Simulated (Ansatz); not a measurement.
Tl2Fe3S4, several self-consistent solutions

```
CELL_PARAMETERS angstrom
-2.69850 5.29350 6.65650
2.69850 -5.29350 6.65650
2.69850 5.29350 -6.65650
ATOMIC_POSITIONS crystal
Tl 0.12300 0.24300 0.36600
Tl 0.87700 0.75700 0.63400
Tl 0.37700 0.74300 0.12000
Tl 0.62300 0.25700 0.88000
Fe 0.48400 0.25000 0.23400
Fe 0.01600 0.25000 0.76600
Fe 0.51600 0.75000 0.76600
Fe 0.98400 0.75000 0.23400
Fe 0.25000 0.75000 0.50000
Fe 0.75000 0.25000 0.50000
S 0.47500 0.61100 0.39200
S 0.21900 0.08300 0.60800
S 0.02500 0.41700 0.13600
S 0.28100 0.88900 0.86400
S 0.52500 0.38900 0.60800
S 0.78100 0.91700 0.39200
S 0.97500 0.58300 0.86400
S 0.71900 0.11100 0.13600
```

All energies were calculated with Ansatz 0.2.0 (r2SCAN; 500 eV; 5×5×5 Γ-centred mesh; fermi-dirac occupations of width 0.050 eV). The atoms are fixed and numbered as listed; spin is collinear, without spin-orbit coupling.

The cycle has several fixed points for this cell. Moments (μB):

```tsv
state	Fe5	Fe6	Fe7	Fe8	Fe9	Fe10	other atoms together	size of the net moment a cell
A	3.03	-3.07	3.07	-3.03	3.20	-3.20	0.00	0.00
B	0.00	0.00	0.00	0.00	0.00	0.00	0.00	0.00
C	3.26	3.26	3.26	3.26	3.34	3.34	1.78	23.95
D	2.94	2.94	-2.94	-2.94	-2.92	2.92	0.00	0.00
E	-3.04	-2.71	-3.04	3.00	2.87	3.00	-0.05	0.01
```

Site moments are taken in small spheres that don't touch (radius about 0.4 of the atom's shortest bond), so those of the magnetic atoms read low, and they needn't add up to the net moment. State B was run without spin polarisation.

**Question.** What is the order in energy at zero smearing?

**Answer.** State D (antiparallel, compensated) is lowest; A (antiparallel, compensated) lies 3.2 meV above it, E (antiparallel, compensated) lies 12.3 meV above it, C (parallel moments) lies 59 meV above it, B (without moments) lies 380 meV above it, all counted an atom of the cell.

**Question.** Which states have a gap on the mesh, and what pressure does each exert on this cell?

**Answer.** A: gap 0.60 eV, 2.9 GPa; B: no gap, -9.3 GPa; C: no gap, 5.1 GPa; D: gap 0.35 eV, 1.5 GPa; E: a narrow gap at most, 2.1 GPa (positive in compression). Moments take up room: without them the pressure is lower, so that state wants a smaller cell.

**Question.** How much does the cell gain by forming moments?

**Answer.** 380 meV an atom of the cell, or 1140 meV for each Fe atom, against state B, which has none. A run without spin would miss this and give wrong energies and forces. That state isn't the paramagnet, which keeps its moments, so this is no ordering energy.

Of 4 runs begun from atoms with typed moments, each in a different pattern, 1 ended in state D: one start isn't enough to call a state the ground state.

The cell is that of a Crystallography Open Database entry, unchanged.

Caveats: only orders that fit this cell and collinear spins were tried, so the true order may need a larger cell or canted moments; atoms and cell are not relaxed, and each state would relax in its own way; semilocal functionals without U often misplace the states of 3d oxides, halides and chalcogenides; the k mesh is coarse, so differences of a few meV are uncertain where a state is a metal; one start a pattern, so a lower state of the same pattern may exist; the atoms stand off equilibrium, with forces up to 0.5 eV/Å.
